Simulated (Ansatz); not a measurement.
LiC in space group Immm (No. 71; Li on 4j, C on 4g), the program Ansatz at the PBEsol level (PAW). The conduction-band minimum lies at Γ, with 1 equivalent valley. Second derivatives d²E/dk² of the lowest band at one valley (eV·Å²), along Cartesian directions:…

| direction | d²E/dk² |
|---|---|
| [100] | 5.858 |
| [010] | 18.18 |
| [001] | 16.40 |
| [110] | 12.02 |
| [101] | 11.13 |
| [011] | 17.29 |

Problem. Find the principal effective masses, the density-of-states mass and the conductivity mass.

Solution. Off-diagonal terms follow from H_xy = H[110] − (H_xx + H_yy)/2, and m*/mₑ = 7.620 eV·Å² over each eigenvalue: 0.42, 0.46, 1.3. One valley's DOS mass (m₁m₂m₃)^(1/3) = 0.63, conductivity mass 3/(Σ 1/mᵢ) = 0.57 mₑ.

Problem. What effective density of states Nc follows at 300 K for parabolic valleys?

Solution. Nc = 2.509e19 × 1 × (0.63)^(3/2) ≈ 1.3e19 cm⁻³.

The first step of the workflow began from a Materials Project structure, measured or hypothetical; the Crystallography Open Database files this formula in space group No. 71, but the cells were not matched. Whether it is the stable phase at ambient conditions was not checked. Symmetry was held in the PBEsol relaxation; whether a distortion lowers the energy is not shown.

Potentials: the later of the program's two PAW sets.

Edges and masses are those of Kohn–Sham bands, whose gap is no quasiparticle gap.
